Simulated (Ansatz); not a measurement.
The end of the path is a generated cell of GaPt: the first start was made by a random draw of sites in a space group, and the end was not matched to a known phase here, so it may be hypothetical.

A geometry of GaPt away from equilibrium: step 19 of the relaxation of a randomly generated symmetric cell of GaPt (space group No. 15). Level of theory: PBEsol (plane waves to 420 eV, PAW, scalar-relativistic; Ansatz, a program for electronic structure). Γ-centred k-mesh 9×9×7 on the run's cell (coarser than for final values), Fermi–Dirac smearing 0.05 eV.

```xyz
4
Lattice="3.6050 -1.4326 -0.1897 3.6050 1.4326 -0.1897 -0.5551 0.0000 5.8470" Properties=species:S:1:pos:R:3:forces:R:3 pbc="T T T" free_energy=-32255.626 pressure_GPa=7.4
Ga     3.4662    -0.7163     1.2720    0.0000   -0.0001    0.0000
Ga     3.1887     0.7163     4.1955    0.0000    0.0001    0.0000
Pt     1.8025     0.7163    -0.0949    0.0000    0.0000    0.0000
Pt     1.5250    -0.7163     2.8286    0.0000    0.0000    0.0000
```

Positions in Å, forces in eV/Å, free energy of the cell in eV (comparable only within this code, potentials and settings). Largest force: all forces are below 0.005 eV/Å; the geometry lies 0.11 eV/atom above the end of its relaxation.

No spin polarisation in the result.

The run could not lose the symmetry of its start, so the end can be a saddle point.
